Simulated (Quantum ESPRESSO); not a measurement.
# One change at a time to MgMoTi6

All numbers below are calculated, not measured. They come from Quantum ESPRESSO 7.5, a public plane-wave density functional program. Each row is one single-point run on a made-up periodic cell of eight metal atoms, with elements, volume, strain and displacements drawn at random and not relaxed, so a cell may be unstable or far from any real phase. There is no spin polarisation or spin-orbit coupling.

Settings: PBE unless stated; PseudoDojo standard norm-conserving files; Fermi-Dirac width 0.25 eV, which means electrons at about 2900 K; cutoff 1143 eV; 5 x 5 x 5 k mesh shifted half a step off Gamma. E is the free energy of the whole cell (internal energy minus TS), so a -TS column is already part of it. Stress is positive in tension, and the pressure P is minus a third of its trace.

Checks: one run of this series was repeated at a higher cutoff and on a denser mesh, which moved values by no more than 0.003 eV, 0.02 GPa and 0.004 eV/Å, and a second program with other atomic files agreed on it to 2 % rms in force and 0.5 GPa in pressure. Known limits: a spin test at this wide smearing found no moment, but such smearing suppresses magnetism that the real alloy may have.

The lattice is hexagonal close-packed, and the cell vectors in Å are (0.089, 5.147, 0.020); (2.946, 0.070, 4.706); (2.905, 0.033, -4.680), a volume of 141.32 Å³ in run 1. The elements on sites 1 to 8 are Mo Ti Ti Ti Ti Ti Ti Mg. Each later run makes one change to run 1 and keeps the rest. E is counted from run 1, and is n/a where other atomic files have another zero of energy.

| run | change | V (Å³) | P (GPa) | -TS (eV) | rms force (eV/Å) | largest change of a force component (eV/Å) | E (eV) |
|---|---|---|---|---|---|---|---|
| 1 | none | 141.32 | -0.65 | -2.293 | 0.225 | 0.000 | 0.000 |
| 2 | sites 1 and 3 exchanged | 141.32 | -0.53 | -2.316 | 0.212 | 0.304 | 0.029 |
| 3 | all lengths scaled by +1.56 % | 148.03 | -5.10 | -2.417 | 0.216 | 0.046 | 0.123 |
| 4 | PBEsol in place of PBE | 141.32 | -4.69 | -2.297 | 0.231 | 0.037 | n/a |
| 5 | Ru on site 7 | 141.32 | -5.43 | -2.500 | 0.264 | 0.348 | n/a |
| 6 | site 7 moved by +0.23 Å along y | 141.32 | -0.31 | -2.312 | 0.273 | 0.984 | ? |

## Worked estimate

Along the move dE = -F dx. The force on site 7 along y is 0.145 eV/Å in run 1 and -0.839 eV/Å in run 6, and the move is +0.23 Å, so the mean force times the move gives an estimate.

## Withheld value

Question: what E should run 6 give?

The estimate is 0.080 eV. The calculation gave 0.080 eV.
